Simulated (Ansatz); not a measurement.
WS2:
```
WS2
1.0
    3.17173     0.00000     0.00000
   -1.58587     2.74680     0.00000
    0.00000     0.00000    12.55251
W S
2 4
Cartesian
  0.00000   1.83120   9.41438
  1.58587   0.91560   3.13813
  0.00000   1.83120   1.57767
  1.58587   0.91560  10.97484
  1.58587   0.91560   7.85392
  0.00000   1.83120   4.69859
```

Relaxed with r²SCAN+D4.

Question: Map the electron localisation function on the plane through (0.333, 0.667, 0.750) spanned by u = [0, 0, 1] and v = [1, -1, 0] in lattice vectors, from r²SCAN+D4 in the plane-wave PAW code Ansatz.

Answer: x is the fraction of u, y of v (the angle between them is 90°; rows are the nearest grid lines); atoms in the plane: W at (0.00, 0.00), W at (0.50, 0.33), S at (0.38, 0.00), S at (0.12, 0.33), S at (0.88, 0.33), S at (0.62, 0.00).
```
y \ x   0.000  0.100  0.175  0.275  0.375  0.450  0.550  0.625  0.725  0.825  0.900   1.00
------  -----  -----  -----  -----  -----  -----  -----  -----  -----  -----  -----  -----
1.00    0.013  0.197  0.036  0.866  0.002  0.652  0.652  0.002  0.866  0.036  0.197  0.013
0.926   0.609  0.197  0.048  0.794  0.361  0.672  0.672  0.361  0.794  0.048  0.197  0.609
0.852   0.576  0.173  0.052  0.448  0.783  0.572  0.572  0.783  0.448  0.052  0.173  0.576
0.778   0.259  0.116  0.040  0.067  0.479  0.349  0.349  0.479  0.067  0.040  0.116  0.259
0.704   0.528  0.062  0.022  0.010  0.051  0.240  0.240  0.051  0.010  0.022  0.062  0.528
0.630   0.543  0.071  0.027  0.009  0.043  0.228  0.228  0.043  0.009  0.027  0.071  0.543
0.556   0.451  0.457  0.396  0.013  0.093  0.140  0.140  0.093  0.013  0.396  0.457  0.451
0.444   0.237  0.761  0.899  0.015  0.176  0.348  0.348  0.176  0.015  0.899  0.761  0.237
0.370   0.164  0.212  0.926  0.019  0.178  0.710  0.710  0.178  0.019  0.926  0.212  0.164
0.296   0.159  0.226  0.927  0.019  0.198  0.711  0.711  0.198  0.019  0.927  0.226  0.159
0.222   0.130  0.845  0.905  0.031  0.624  0.388  0.388  0.624  0.031  0.905  0.845  0.130
0.148   0.482  0.789  0.711  0.291  0.865  0.423  0.423  0.865  0.291  0.711  0.789  0.482
0.0741  0.586  0.309  0.130  0.779  0.449  0.680  0.680  0.449  0.779  0.130  0.309  0.586
0.000   0.013  0.197  0.036  0.866  0.002  0.652  0.652  0.002  0.866  0.036  0.197  0.013
```

The density is the valence pseudo-density with augmentation charge, so density and ELF within about 1 Å of a nucleus are not all-electron values.

Space group P6_3/mmc. The r²SCAN+D4 relaxation kept the symmetry of its start; phonons on a q-mesh show no instability. The run is not spin-polarised. Scalar-relativistic: spin–orbit coupling is off unless named, which matters more the heavier the elements.

Potentials: the later of the program's two PAW sets.
